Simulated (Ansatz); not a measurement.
BePd (CsCl type)

```yaml
crystal:
  lattice:
    - [5.54527, 0.00000, 0.00000]
    - [0.00000, 2.77263, 0.00000]
    - [0.00000, 0.00000, 2.77263]
  atoms:
    - { symbol: Be, position: [0.00000, 0.00000, 0.00000] }
    - { symbol: Be, position: [0.50000, 0.00000, 0.00000] }
    - { symbol: Pd, position: [0.25000, 0.50000, 0.50000] }
    - { symbol: Pd, position: [0.75000, 0.50000, 0.50000] }
```

The atoms are displaced by Q × the pattern below (from a DFPT mode at X = (0.5, 0.0, 0.0), largest move 1; Q in Å), at fixed cell. It is one choice among 2 degenerate patterns. (q is in reciprocal vectors of the primitive cell; the cell shown is doubled to hold the pattern.)

```csv
atom,x,y,z
Be1,0.000,0.000,1.000
Be2,0.000,0.000,-1.000
```

Atoms not listed stay in place.

Computed with LDA (plane waves to 420 eV, PAW, scalar-relativistic; Ansatz, a program for electronic structure). k mesh 9×17×17 (Γ-centred), Fermi-Dirac smearing 0.05 eV. The energy includes the smearing's −TS. Compression counts positive. With partly filled bands, energies and forces of such displacements shift with the k mesh and the smearing. BePd is run without spin polarisation. BePd was relaxed with its symmetry unable to fall. ΔE is measured from the undisplaced structure.

| Q (Å) | ΔE (eV/cell) | −dE/dQ from forces (eV/Å) | P (GPa) |
|---|---|---|---|
| -0.180 | 0.193 | 2.116 | 2.2 |
| -0.150 | 0.134 | 1.776 | 1.5 |
| -0.120 | 0.086 | 1.428 | 1.0 |
| -0.090 | 0.049 | 1.076 | 0.6 |
| -0.060 | 0.022 | 0.720 | 0.3 |
| -0.030 | 0.005 | 0.360 | 0.1 |
| 0.000 | 0.000 | 0.000 | 0.1 |
| 0.030 | 0.005 | -0.360 | 0.1 |
| 0.060 | 0.022 | -0.720 | 0.3 |
| 0.090 | 0.049 | -1.076 | 0.6 |
| 0.120 | 0.086 | -1.428 | 1.0 |
| 0.150 | 0.134 | -1.776 | 1.5 |
| 0.180 | 0.193 | -2.116 | 2.2 |

What the scan shows:

Energy at Q = 0.180 Å: 193 meV/cell
Space group of the distorted cell: Pmma (No. 51), lowered from Pm-3m
Symmetry of the curve: even: the same for both signs
Shape of the curve: a single well with its minimum at or next to zero displacement
Harmonic wavenumber from the curvature (finite differences): 426 cm⁻¹
Wavenumber by perturbation theory (DFPT, on another k mesh): 425 cm⁻¹

(A displaced cell: forces are minus the slopes of the energy, force constants its curvatures, and phonons follow from these.)
